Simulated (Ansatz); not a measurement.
Put EuYS3 in Pm-3m (No. 221): Y on 1a; Eu on 1b; S on 3d.

Theory: Ansatz 0.2.0, DFT PBE, scalar-relativistic, plane waves, PAW. Cutoff 420 eV, Γ-centred mesh, Gaussian smearing, collinear spin.

Formation energies are uncorrected and refer to the elements' standard structures at the same level.

Question: Give the relaxed lattice parameters and positions.

Answer:

Space group Pm-3m (No. 221). a = 5.187 Å, b = 5.187 Å, c = 5.187 Å, α = 90.00°, β = 90.00°, γ = 90.00°
```csv
atom,site,symmetry,x,y,z
Y,1a,m-3m,0.0000,0.0000,0.0000
Eu,1b,m-3m,0.5000,0.5000,0.5000
S,3d,4/mm.m,0.5000,0.0000,0.0000
```

It has the cubic perovskite type. Around Y lie 6 S at 2.59 Å; Eu has 12 S at 3.67 Å; S is surrounded by 2 Y at 2.59 Å, 4 Eu at 3.67 Å and 8 S at 3.67 Å.

Question: And its energy and gap?

Answer: The energy over the elements is −1.47 eV/atom and the gap on the 8×8×8 mesh of the 5-atom cell is 0 eV (a metal). The net moment per atom is 1.33 μB. The moment by site is Eu 6.8 μB. It lies below the elements, which doesn't yet make it stable against other compounds or structures.

The last run used collinear spin and Gaussian smearing of 0.10 eV. In such compounds of Eu a zero gap at this level may well be an artefact, since no Hubbard U is applied. The reference form of S is held partly by dispersion forces, which this level lacks. Another magnetic order may lie lower. A structure relaxed within its symmetry needn't be a true minimum. Site moments count only spheres around the atoms; the net moment includes the space between them.
